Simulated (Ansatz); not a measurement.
MoS₂:
```
CELL_PARAMETERS angstrom
      3.17410     0.00000     0.00000
     -1.58705     2.74885     0.00000
      0.00000     0.00000    12.48679
ATOMIC_POSITIONS crystal
  Mo 0.33333 0.66667 0.25000
  Mo 0.66667 0.33333 0.75000
  S  0.33333 0.66667 0.62561
  S  0.66667 0.33333 0.12561
  S  0.66667 0.33333 0.37439
  S  0.33333 0.66667 0.87439
```

The program Ansatz at the r²SCAN+D4 level (PAW) gives a gap of 1.06 eV without spin–orbit coupling, maximum at Γ, minimum on the K–Γ line, 47 % of the way from K.

### Question
What happens when spin–orbit coupling is switched on?

### Answer
The gap shrinks by 0.01 eV, to 1.05 eV; maximum at Γ, minimum on the K–Γ line, 47 % of the way from K.

### Question
Give the electron effective mass with spin–orbit coupling.

### Answer
0.57, 0.58, 0.83 mₑ (principal values).

### Question
Give the hole effective mass with spin–orbit coupling.

### Answer
0.71, 0.71, 0.86 mₑ (principal values).

Space group P6_3/mmc. The cell was relaxed with r²SCAN+D4 under the symmetry of its start; phonons on a q-mesh show no instability. The run is not spin-polarised.

Potentials: the later of the program's two PAW sets.
